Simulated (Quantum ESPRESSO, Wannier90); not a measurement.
**FeS$_{2}$ (Pnnm): Wannier90 run**

Materials Project entry mp-1522; symmetrised, unrelaxed at this level. COD (Crystallography Open Database) has the formula in 4 space groups, this one among them (matched by group alone). Method: PBEsol plane waves in Quantum ESPRESSO 7.5 (PseudoDojo norm-conserving files, 72 Ry, no spin polarisation, no spin-orbit coupling), Bloch states on a 8×6×10 mesh through Γ, Wannier90 4.0.1. Density: 8×6×10 mesh, cold smearing 0.01 Ry. A non-magnetic state is assumed, with no Hubbard U; filled 3d bands tend to lie too high at this level.

On the energy scale of pw.x, whose zero is arbitrary, the valence-band maximum lies at 12.71 eV.

Input w.win:

```
num_bands = 38
num_wann = 22
exclude_bands = 1-12
num_iter = 400
conv_tol = 1.0e-6
conv_window = 4
dis_num_iter = 600
dis_conv_tol = 1.0e-6
dis_froz_max = 13.95
write_hr = true
write_u_matrices = true
begin projections
Fe: d
S: p
end projections
begin unit_cell_cart
ang
    4.4256200000    0.0000000000    0.0000000000
    0.0000000000    5.3965300000    0.0000000000
    0.0000000000    0.0000000000    3.3777000000
end unit_cell_cart
begin atoms_frac
Fe   0.5000000000  0.5000000000  0.5000000000
Fe   0.0000000000  0.0000000000  0.0000000000
S    0.2995900000 -0.1218200000  0.5000000000
S   -0.2995900000  0.1218200000  0.5000000000
S   -0.2004100000 -0.3781800000  0.0000000000
S    0.2004100000  0.3781800000  0.0000000000
end atoms_frac
mp_grid = 8 6 10
begin kpoints
0.0000000000 0.0000000000 0.0000000000
0.0000000000 0.0000000000 0.1000000000
0.0000000000 0.0000000000 0.2000000000
... (477 more lines: the 8x6x10 mesh through Gamma)
end kpoints
```

Input of pw2wannier90.x that gives the overlap and projection files (equivalent; here they were cut from one run over all bands):

```
&inputpp
  outdir = './out'
  prefix = 'pwscf'
  seedname = 'w'
  write_amn = .true.
  write_mmn = .true.
/
```

Output w.wout (banner and timings cut):

```
                                    ------
                                    SYSTEM
                                    ------

                              Lattice Vectors (Ang)
                    a_1     4.425620   0.000000   0.000000
                    a_2     0.000000   5.396530   0.000000
                    a_3     0.000000   0.000000   3.377700

                   Unit Cell Volume:      80.66958  (Ang^3)

                        Reciprocal-Space Vectors (Ang^-1)
                    b_1     1.419730   0.000000   0.000000
                    b_2     0.000000   1.164301   0.000000
                    b_3     0.000000   0.000000   1.860196

 *----------------------------------------------------------------------------*
 |   Site       Fractional Coordinate          Cartesian Coordinate (Ang)     |
 +----------------------------------------------------------------------------+
 | fe   1   0.50000   0.50000   0.50000   |    2.21281   2.69827   1.68885    |
 | fe   2   0.00000   0.00000   0.00000   |    0.00000   0.00000   0.00000    |
 | s    1   0.29959  -0.12182   0.50000   |    1.32587  -0.65741   1.68885    |
 | s    2  -0.29959   0.12182   0.50000   |   -1.32587   0.65741   1.68885    |
 | s    3  -0.20041  -0.37818   0.00000   |   -0.88694  -2.04086   0.00000    |
 | s    4   0.20041   0.37818   0.00000   |    0.88694   2.04086   0.00000    |
 *----------------------------------------------------------------------------*
                                ------------
                                K-POINT GRID
                                ------------

             Grid size =  8 x  6 x 10      Total points =  480

 *---------------------------------- MAIN ------------------------------------*
 |  Number of Wannier Functions               :                22             |
 |  Number of Objective Wannier Functions     :                22             |
 |  Number of input Bloch states              :                38             |
 |  Output verbosity (1=low, 5=high)          :                 1             |
 |  Timing Level (1=low, 5=high)              :                 1             |
 |  Optimisation (0=memory, 3=speed)          :                 3             |
 |  Length Unit                               :               Ang             |
 |  Post-processing setup (write *.nnkp)      :                 F             |
 |  Using Gamma-only branch of algorithms     :                 F             |
 *----------------------------------------------------------------------------*
 *------------------------------- WANNIERISE ---------------------------------*
 |  Total number of iterations                :               400             |
 |  Number of CG steps before reset           :                 5             |
 |  Trial step length for line search         :             2.000             |
 |  Convergence tolerence                     :         0.100E-05             |
 |  Convergence window                        :                 4             |
 |  Iterations between writing output         :                 1             |
 |  Iterations between backing up to disk     :               100             |
 |  Write r^2_nm to file                      :                 F             |
 |  Write xyz WF centres to file              :                 F             |
 |  Write on-site energies <0n|H|0n> to file  :                 F             |
 |  Use guiding centre to control phases      :                 F             |
 |  Use phases for initial projections        :                 F             |
 *----------------------------------------------------------------------------*
 *------------------------------- DISENTANGLE --------------------------------*
 |  Using band disentanglement                :                 T             |
 |  Total number of iterations                :               600             |
 |  Mixing ratio                              :             0.500             |
 |  Convergence tolerence                     :         1.000E-06             |
 |  Convergence window                        :                 3             |
 *----------------------------------------------------------------------------*
 *-------------------------------- PLOTTING ----------------------------------*
 |  Plotting Hamiltonian in WF basis          :                 T             |
 *----------------------------------------------------------------------------*

       ... (k-mesh section left out)

 Starting a new Wannier90 calculation ...

 Reading overlaps from w.mmn

 Reading projections from w.amn

 *------------------------------- DISENTANGLE --------------------------------*
 +----------------------------------------------------------------------------+
 |                              Energy  Windows                               |
 |                              ---------------                               |
 |                   Outer:    4.83583  to   28.94297  (eV)                   |
 |                   Inner:    4.83583  to   13.95000  (eV)                   |
 +----------------------------------------------------------------------------+
   Number of target bands to extract:   22

                   Unitarised projection of Wannier functions
                   ------------------------------------------
   A_mn = <psi_m|g_n> --> S = A.A^+ --> U = S^-1/2.A
   In dis_project... done
   Using an inner window (linner = T)
   In dis_proj_froz... done

                   Extraction of optimally-connected subspace
                   ------------------------------------------
 +---------------------------------------------------------------------+<-- DIS
 |  Iter     Omega_I(i-1)      Omega_I(i)      Delta (frac.)           |<-- DIS
 +---------------------------------------------------------------------+<-- DIS
       1      29.22609970      28.21236578       3.593E-02    <-- DIS
       2      28.23847712      27.90893353       1.181E-02    <-- DIS
       3      27.97435708      27.69606507       1.005E-02    <-- DIS
       4      27.75146250      27.53231032       7.960E-03    <-- DIS
       5      27.57231288      27.40258755       6.194E-03    <-- DIS
       6      27.42920475      27.29787454       4.811E-03    <-- DIS
       ... (lines left out)
     101      26.70613034      26.70617596      -1.708E-06    <-- DIS
       ... (lines left out)
     109      26.70607751      26.70610251      -9.363E-07    <-- DIS
     110      26.70607248      26.70609553      -8.634E-07    <-- DIS
     111      26.70606772      26.70608895      -7.948E-07    <-- DIS

             <<<      Delta < 1.000E-06  over  3 iterations     >>>
             <<< Disentanglement convergence criteria satisfied >>>

        Final Omega_I    26.70608895 (Ang^2)

 +----------------------------------------------------------------------------+

 Writing checkpoint file w.chk... done

 *------------------------------- WANNIERISE ---------------------------------*
 +--------------------------------------------------------------------+<-- CONV
 | Iter  Delta Spread     RMS Gradient      Spread (Ang^2)            |<-- CONV
 +--------------------------------------------------------------------+<-- CONV

 ------------------------------------------------------------------------------
 Initial State
  WF centre and spread    1  (  2.212810,  2.698265,  1.688850 )     0.84377463
  WF centre and spread    2  (  2.212810,  2.698265,  1.688850 )     0.79244557
  WF centre and spread    3  (  2.212810,  2.698266,  1.688849 )     0.86530419
  WF centre and spread    4  (  2.212810,  2.698265,  1.688850 )     0.79236635
  WF centre and spread    5  (  2.212811,  2.698265,  1.688850 )     0.81981045
  WF centre and spread    6  ( -0.000000,  0.000000,  0.000000 )     0.84377432
  WF centre and spread    7  ( -0.000000,  0.000000,  0.000000 )     0.79244563
  WF centre and spread    8  ( -0.000000, -0.000001,  0.000001 )     0.86530110
  WF centre and spread    9  (  0.000000, -0.000000,  0.000000 )     0.79236530
  WF centre and spread   10  (  0.000001,  0.000000,  0.000000 )     0.81981139
  WF centre and spread   11  (  1.271004, -0.603649,  1.688851 )     1.74733733
  WF centre and spread   12  (  1.312484, -0.670009,  1.688850 )     1.74379655
  WF centre and spread   13  (  1.344524, -0.716278,  1.688850 )     1.73086451
  WF centre and spread   14  ( -1.271005,  0.603649,  1.688851 )     1.74733911
  WF centre and spread   15  ( -1.312478,  0.670005,  1.688851 )     1.74381046
  WF centre and spread   16  ( -1.344525,  0.716277,  1.688850 )     1.73085788
  WF centre and spread   17  ( -0.941805, -2.094617, -0.000001 )     1.74733590
  WF centre and spread   18  ( -0.900324, -2.028256, -0.000001 )     1.74379587
  WF centre and spread   19  ( -0.868286, -1.981987,  0.000000 )     1.73086426
  WF centre and spread   20  (  0.941804,  2.094616, -0.000001 )     1.74733767
  WF centre and spread   21  (  0.900331,  2.028260, -0.000000 )     1.74380979
  WF centre and spread   22  (  0.868285,  1.981987, -0.000000 )     1.73085762
  Sum of centres and spreads ( 11.064060, 13.491325, 18.577350 )    29.11540589

      0     0.291E+02     0.0000000000       29.1154058611  <-- CONV
        O_D=      0.0136541 O_OD=      2.3956628 O_TOT=     29.1154059 <-- SPRD
 ------------------------------------------------------------------------------
      1    -0.201E+00     0.2346457819       28.9145070907  <-- CONV
        O_D=      0.0146440 O_OD=      2.1937741 O_TOT=     28.9145071 <-- SPRD
      2    -0.109E+00     0.4228944752       28.8050620921  <-- CONV
        O_D=      0.0123517 O_OD=      2.0866214 O_TOT=     28.8050621 <-- SPRD
      3    -0.762E-01     0.2137778385       28.7288316093  <-- CONV
        O_D=      0.0127920 O_OD=      2.0099506 O_TOT=     28.7288316 <-- SPRD
      4    -0.185E+00     0.2889034035       28.5434918718  <-- CONV
        O_D=      0.0141668 O_OD=      1.8232361 O_TOT=     28.5434919 <-- SPRD
      5    -0.196E+00     0.3917483745       28.3478168214  <-- CONV
        O_D=      0.0133628 O_OD=      1.6283650 O_TOT=     28.3478168 <-- SPRD
       ... (lines left out)
    100    -0.976E-06     0.0007884520       28.1998270070  <-- CONV
        O_D=      0.0109349 O_OD=      1.4828031 O_TOT=     28.1998270 <-- SPRD
       ... (lines left out)
    152    -0.853E-06     0.0009712641       28.1997725755  <-- CONV
        O_D=      0.0109458 O_OD=      1.4827378 O_TOT=     28.1997726 <-- SPRD
    153    -0.973E-06     0.0008570746       28.1997716024  <-- CONV
        O_D=      0.0109459 O_OD=      1.4827368 O_TOT=     28.1997716 <-- SPRD
    154    -0.956E-06     0.0008641491       28.1997706468  <-- CONV
        O_D=      0.0109460 O_OD=      1.4827357 O_TOT=     28.1997706 <-- SPRD
             <<<     Delta < 1.000E-06  over  4 iterations     >>>
             <<< Wannierisation convergence criteria satisfied >>>
 Final State
  WF centre and spread    1  (  2.212810,  2.698265,  1.688850 )     0.83923642
  WF centre and spread    2  (  2.212810,  2.698265,  1.688850 )     0.79729447
  WF centre and spread    3  (  2.212810,  2.698266,  1.688849 )     0.86481479
  WF centre and spread    4  (  2.212810,  2.698265,  1.688850 )     0.78915258
  WF centre and spread    5  (  2.212810,  2.698264,  1.688850 )     0.80759497
  WF centre and spread    6  ( -0.000000,  0.000000,  0.000000 )     0.83923584
  WF centre and spread    7  (  0.000000,  0.000000,  0.000000 )     0.79729506
  WF centre and spread    8  (  0.000000, -0.000001,  0.000001 )     0.86481131
  WF centre and spread    9  (  0.000000, -0.000000,  0.000000 )     0.78915136
  WF centre and spread   10  (  0.000000,  0.000001,  0.000000 )     0.80759579
  WF centre and spread   11  (  1.276444, -0.606026,  1.688851 )     1.66557737
  WF centre and spread   12  (  1.322482, -0.669605,  1.688850 )     1.67632611
  WF centre and spread   13  (  1.344377, -0.707960,  1.688850 )     1.65899121
  WF centre and spread   14  ( -1.276445,  0.606027,  1.688851 )     1.66557860
  WF centre and spread   15  ( -1.322476,  0.669601,  1.688851 )     1.67633815
  WF centre and spread   16  ( -1.344378,  0.707959,  1.688850 )     1.65898473
  WF centre and spread   17  ( -0.936365, -2.092239, -0.000001 )     1.66557618
  WF centre and spread   18  ( -0.890327, -2.028660, -0.000001 )     1.67632531
  WF centre and spread   19  ( -0.868433, -1.990304, -0.000000 )     1.65899105
  WF centre and spread   20  (  0.936365,  2.092239, -0.000001 )     1.66557741
  WF centre and spread   21  (  0.890333,  2.028664, -0.000000 )     1.67633737
  WF centre and spread   22  (  0.868432,  1.990305, -0.000000 )     1.65898456
  Sum of centres and spreads ( 11.064060, 13.491325, 18.577350 )    28.19977067

         Spreads (Ang^2)       Omega I      =    26.706088950
        ================       Omega D      =     0.010945975
                               Omega OD     =     1.482735721
    Final Spread (Ang^2)       Omega Total  =    28.199770647
```
